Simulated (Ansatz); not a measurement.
**Li₃B: clamped-ion elastic tensor**

The calculation used DFT PBEsol, scalar-relativistic, plane waves, PAW in Ansatz 0.2.0. Cutoff 420 eV, 16×16×16 k-points (Γ-centred), Fermi-Dirac smearing of 0.15 eV. No spin polarisation.

The cell, relaxed at this level:
```xyz
4
Lattice="-1.9872 1.9872 2.8108 1.9872 -1.9872 2.8108 1.9872 1.9872 -2.8108" Properties=species:S:1:pos:R:3 pbc="T T T"
Li    0.0000    1.9872    1.4054
Li    1.9872    0.0000    1.4054
Li    0.0000    0.0000    2.8108
B     0.0000    0.0000    0.0000
```

The cell was built by swapping an element in a database structure (itself possibly hypothetical) and relaxing; it need not be the stable form of this composition. In a metal, frequencies and elastic constants depend on the k mesh and the smearing, soft modes and shear constants most.

Problem. Give the clamped-ion elastic constants (GPa, Voigt order xx yy zz yz xz xy, on the axes of the cell above).

Solution.
```
93.2 -2.9 33.6  0.0  0.0  0.0
-2.9 93.2 33.6  0.0  0.0  0.0
33.6 33.6 56.7  0.0  0.0  0.0
 0.0  0.0  0.0 48.1  0.0  0.0
 0.0  0.0  0.0  0.0 48.1  0.0
 0.0  0.0  0.0  0.0  0.0 11.6
```